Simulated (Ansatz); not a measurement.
## Ti (Fm-3m), trigonal deformation path

These are results of Ansatz 0.2.0, DFT r2SCAN, scalar-relativistic, plane waves, PAW, not measurements. Cutoff 500 eV, Γ-centred 22×22×22 k-points, Gaussian smearing of 0.15 eV. No spin polarisation. Energies are free energies at this smearing, counted from the undisturbed cell; pressure is positive in compression.

The starting cell (as given, not relaxed at this level; it stands at 4.4 GPa; this fcc form isn't the usual structure):

```
Ti
1.0
     0.00000    2.03000    2.03000
     2.03000    0.00000    2.03000
     2.03000    2.03000    0.00000
Ti
1
Direct
  0.00000 0.00000 0.00000
```

At fixed volume and fractional coordinates, lengths along (0.577, 0.577, 0.577) are scaled against those across it; ρ is that ratio over its starting value. The cell is metallic on the mesh throughout. At ρ = 0.500 the cell becomes cubic (Pm-3m), and there the slope of the energy vanishes by symmetry.

(ρ, ΔE (meV/atom)): (0.500, 862.6), (0.600, 716.7), (0.710, 425.6), (0.850, 123.9), (1.000, 0.0), (1.200, 144.8), (1.410, 429.2), (1.700, 1100.5), (2.000, 1923.6)